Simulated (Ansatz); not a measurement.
Ti$_{3}$Al: do energies and stresses tell the same story?

Level of theory: DFT PBEsol, scalar-relativistic, plane waves, PAW in Ansatz 0.2.0.

Cutoff 420 eV; k points 12×12×12 on the computed 4-atom cell (Γ-centred); Gaussian smearing, width 0.10 eV; collinear spin from starting moments 0.22 0.22 0.96 0 μB.

Relaxed cell: Fm-3m, a = 6.383 Å, b = 6.383 Å, c = 6.383 Å, α = 90.00°, β = 90.00°, γ = 90.00°, 4 atoms in the primitive cell. Whether it is the stable form of this composition wasn't checked.

Energies at zero smearing and pressures from the stress tensor, at volumes with shape and atoms relaxed:
```
V (Å³/atom) E − E(first) (meV/atom) P (GPa)
     14.304                     0.00    18.75
     14.791                   -48.02    13.00
     15.279                   -79.69     8.02
     15.766                   -97.24     3.71
     16.254                  -102.59    -0.01
     16.742                   -97.37    -3.24
     17.229                   -83.00    -6.02
     17.880                   -51.80    -9.16
```

Task: Check P = −dE/dV between neighbouring volumes, and get the bulk modulus from the pressures alone.

Result: With 1 eV/Å³ = 160.2 GPa:
| middle V (Å³/atom) | −ΔE/ΔV (GPa) | mean P (GPa) |
| --- | --- | --- |
| 14.547 | 15.777 | 15.874 |
| 15.035 | 10.407 | 10.510 |
| 15.523 | 5.767 | 5.868 |
| 16.010 | 1.758 | 1.850 |
| 16.498 | -1.717 | -1.625 |
| 16.986 | -4.721 | -4.630 |
| 17.554 | -7.689 | -7.591 |

The two differ by 0.10 GPa at most. The mean of two end pressures misses the average over a step by about ΔV² P″/12, up to 0.07 GPa here; with that taken off 0.06 GPa remains. The stress is the derivative of the free energy, not of the energy at zero smearing, and with free energies 0.00 GPa remains. The largest site moment goes from 0.61 to 1.05 μB along the series, which bends P(V). Around V = 16.254 Å³/atom, the two neighbours give B = −V ΔP/ΔV = 16.254 × 6.95 / 0.975 = 115.8 GPa, against B0 = 115.6 GPa from the Birch–Murnaghan fit of the energies.

Only this magnetic start was tried.